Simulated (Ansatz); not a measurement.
CrN2 in space group Pnnm (No. 58; Cr on 2a, N on 4g) at seven volumes, DFT-r²SCAN in the program Ansatz with PAW potentials, shape and atoms relaxed at each. One row is withheld.

```tsv
V (Å³/atom)	P (GPa)
7.863	27.99
8.122	16.89
8.381	?
8.640	0.00
8.900	-6.12
9.159	-10.92
9.418	-15.07
```

Fit the shown pressures and predict the withheld one.

Third-order Birch–Murnaghan: P = (3/2)B₀(x^(7/2) − x^(5/2))[1 + (3/4)(B′ − 4)(x − 1)] with x = (V₀/V)^(2/3). Least squares on the six rows gives V₀ = 8.643 Å³/atom, B₀ = 225.2 GPa, B′ = 5.84. At V = 8.381, x = 1.0207 and P = 7.58 GPa. The run itself gave 7.62 GPa.

The first step of the workflow began from a Materials Project structure, measured or hypothetical; the Crystallography Open Database copy checked does not list it. Whether it is the stable phase at ambient conditions was not checked. The cell was relaxed with r²SCAN under the symmetry of its start; whether a distortion lowers the energy is not shown. Magnetic state: ferromagnetic, chosen from 5 collinear starts compared on coarse meshes (ties went to the first, and starts can fall back to one state), not a proven ground state. Other orbital occupations within this spin state were not tried. No Hubbard U is applied.

Potentials: the later of the program's two PAW sets.
